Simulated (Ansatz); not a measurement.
BaTiO₃:
```yaml
crystal:
  lattice:
    - [3.95535, 0.00000, 0.00000]
    - [0.00000, 3.95535, 0.00000]
    - [0.00000, 0.00000, 4.04455]
  atoms:
    - { symbol: Ti, position: [0.50000, 0.50000, 0.44701] }
    - { symbol: Ba, position: [0.00000, 0.00000, 0.93175] }
    - { symbol: O, position: [0.50000, 0.50000, 0.90192] }
    - { symbol: O, position: [0.50000, 0.00000, 0.41266] }
    - { symbol: O, position: [0.00000, 0.50000, 0.41266] }
```

Cartesian axes are those of the cell as given.

### Question
Give the high-frequency dielectric tensor and the Born effective charge tensors of the independent atoms from DFPT, the program Ansatz at the PBEsol level (PAW).

### Answer

ε∞:
```
6.44  0.00  0.00
0.00  6.44  0.00
0.00  0.00  5.73
```
Z* of atom 1 (Ti), rows: field, columns: displacement, in e:
```
7.02  0.00  0.00
0.00  7.02  0.00
0.00  0.00  5.74
```
Z* of atom 2 (Ba), rows: field, columns: displacement, in e:
```
2.76  0.00  0.00
0.00  2.76  0.00
0.00  0.00  2.86
```
Z* of atom 3 (O), rows: field, columns: displacement, in e:
```
-2.03   0.00   0.00
 0.00  -2.03   0.00
 0.00   0.00  -4.67
```
Z* of atom 4 (O), rows: field, columns: displacement, in e:
```
-2.14   0.00   0.00
 0.00  -5.61   0.00
 0.00   0.00  -1.97
```

Space group P4mm. The cell was relaxed with PBEsol under the symmetry of its start. The run is not spin-polarised. Scalar-relativistic: spin–orbit coupling is off unless named, which matters more the heavier the elements.

Potentials: the later of the program's two PAW sets.
